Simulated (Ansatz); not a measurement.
**CdAu: do energies and stresses tell the same story?**

These are results of DFT PBEsol, scalar-relativistic, plane waves, PAW in Ansatz, not measurements.

Plane waves to 420 eV, a k mesh through Γ of 12×12×12 on the computed 2-atom cell and Gaussian smearing (0.10 eV); no spin polarisation.

Relaxed cell: Pm-3m, a = 3.318 Å, b = 3.318 Å, c = 3.318 Å, α = 90.00°, β = 90.00°, γ = 90.00°, 2 atoms in the primitive cell. Whether it is the stable form of this composition wasn't checked.

Energies at zero smearing and pressures from the stress tensor, at volumes with shape and atoms relaxed:
| V (Å³/atom) | E − E(first) (meV/atom) | P (GPa) |
| --- | --- | --- |
| 16.066 | 0.00 | 21.47 |
| 16.614 | -60.90 | 14.42 |
| 17.161 | -99.90 | 8.63 |
| 17.709 | -120.96 | 3.88 |
| 18.257 | -127.30 | 0.00 |
| 18.805 | -121.61 | -3.17 |
| 19.352 | -106.17 | -5.75 |
| 20.083 | -73.54 | -8.45 |

Task: Check P = −dE/dV between neighbouring volumes, and get the bulk modulus from the pressures alone.

Result: With 1 eV/Å³ = 160.2 GPa:
```
middle V (Å³/atom)  −ΔE/ΔV (GPa) mean P (GPa)
            16.340        17.813        17.945
            16.888        11.411        11.523
            17.435         6.158         6.256
            17.983         1.855         1.941
            18.531        -1.663        -1.587
            19.078        -4.518        -4.461
            19.717        -7.159        -7.098
```

The two differ by 0.13 GPa at most. The mean of two end pressures misses the average over a step by about ΔV² P″/12, up to 0.11 GPa here; with that taken off 0.02 GPa remains. Around V = 18.257 Å³/atom, the two neighbours give B = −V ΔP/ΔV = 18.257 × 7.05 / 1.095 = 117.6 GPa, against B0 = 116.7 GPa from the Birch–Murnaghan fit of the energies.

Spin–orbit coupling is left out, which can shift energies with elements as heavy as these.

Cost: 9 runs of about 1.1 core-minutes in all, on Arm Neoverse V1 (shared hosts).